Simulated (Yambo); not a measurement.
One stored BSE kernel of dimension 1296 for TlBr (CsCl type, space group Pm-3m, No. 221) (Yambo, PBEsol bands; 6×6×6 mesh, 3 valence and 2 conduction bands, static screening with 32 bands and a 4 Ry block, scissor 1.20 eV, Tamm-Dancoff; broadening 0.15 eV; field along x), solved in several ways.

```
solver                      iterations  largest change of Im ε (% of its maximum)              rough time
--------------------------  ----------  -----------------------------------------  ----------------------
Haydock, threshold 2 %               9                                         70  within a factor of two
Haydock, threshold 0.5 %            20                                         12  within a factor of two
Haydock, threshold 0.1 %            30                                        2.5  within a factor of two
Haydock, threshold 0.005 %          45                                        0.2                       1
SLEPc, lowest 10 states              –                           no full spectrum  within a factor of two
SLEPc, lowest 60 states              –                           no full spectrum  within a factor of two
full diagonalisation                 –                                  reference                about 9×
```

Haydock gives the spectrum without eigenstates, SLEPc the lowest states alone, full diagonalisation everything at a cost that grows as the cube of the dimension. Times include reading the kernel. Times are rough ratios from shared machines. Mesh and scissor weren't tested; the rows compare only with each other.

Spin-orbit coupling is not included.

Geometry of the Materials Project entry, not relaxed at this level; primitive cell a = 3.9999 Å, b = 3.9999 Å, c = 3.9999 Å, α = 90.00°, β = 90.00°, γ = 90.00°.
